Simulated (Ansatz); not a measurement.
Te2Mo in space group P6_3/mmc (No. 194; Mo on 2c, Te on 4f), r²SCAN+D4 (plane waves, PAW; program Ansatz). The conduction-band minimum lies on the K–Γ line, 41 % of the way from K, with 6 equivalent valleys. Second derivatives d²E/dk² of the lowest band at one valley (eV·Å²), along Cartesian directions:

```tsv
direction	d²E/dk²
[100]	11.78
[010]	16.84
[001]	14.74
[110]	18.77
[101]	13.27
[011]	15.80
```

Question: Find the principal effective masses, the density-of-states mass and the conductivity mass.

Answer: Off-diagonal terms follow from H_xy = H[110] − (H_xx + H_yy)/2, and m*/mₑ = 7.620 eV·Å² over each eigenvalue: 0.39, 0.52, 0.83. One valley's DOS mass (m₁m₂m₃)^(1/3) = 0.55, conductivity mass 3/(Σ 1/mᵢ) = 0.53 mₑ.

Question: What effective density of states Nc follows at 300 K for parabolic valleys?

Answer: Nc = 2.509e19 × 6 × (0.55)^(3/2) ≈ 6.1e19 cm⁻³.

The r²SCAN+D4 relaxation kept the symmetry of its start. The run is not spin-polarised. Scalar-relativistic: spin–orbit coupling is off unless named, which matters more the heavier the elements.

Potentials: the later of the program's two PAW sets.

Edges and masses are those of Kohn–Sham bands, whose gap is no quasiparticle gap.
